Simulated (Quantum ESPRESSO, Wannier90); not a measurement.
**Tight-binding from DFT: Te (C2/m)**

```yaml
crystal:
  lattice:
    - [3.82029, -2.14820, 0.00000]
    - [3.82029, 2.14820, 0.00000]
    - [-0.09429, 0.00000, 5.97609]
  atoms:
    - { symbol: Te, position: [0.69055, 0.69055, 0.66119] }
    - { symbol: Te, position: [0.30945, 0.30945, 0.33881] }
    - { symbol: Te, position: [0.00000, 0.00000, 0.00000] }
```

Structure: Materials Project mp-570459, symmetrised, not relaxed again. Not found in the COD (Crystallography Open Database) copy used, which has the formula in other groups; not checked further. Method: LDA plane waves in Quantum ESPRESSO 7.5 (PseudoDojo norm-conserving files, 66 Ry, no spin polarisation, no spin-orbit coupling), Bloch states on a 8×8×6 mesh through Γ, Wannier90 4.0.1. Density: 8×8×6 mesh, cold smearing 0.01 Ry. Spin-orbit coupling is left out although heavy elements are present.

Base run: 12 functions from bands 16-36 of the 36 computed, start hydrogen-like Te: s;p, centres 0.05 Å off the atoms, frozen window up to 1.50 eV relative to the Fermi level, outer window open. Its settings: num_cg_steps = 5, trial_step = 2 and dis_mix_ratio = 0.5 (the program's defaults), conv_tol = 1.0e-6 over 4 steps, num_iter = 800, dis_conv_tol = 1.0e-6, dis_num_iter = 1000. One of them is changed at a time.

```
run                 disentanglement steps  localisation steps  Ω_I (Å²)  Ω_total (Å²)       ended
------------------  ---------------------  ------------------  --------  ------------  ----------
base                                   46                 720    18.171        21.988   converged
num_cg_steps = 100                     46                 173    18.171        21.988   converged
conv_tol = 1.0e-10                     46                 800    18.171        21.988  step limit
dis_num_iter = 20                      20                 749    18.172        21.991  step limit
```
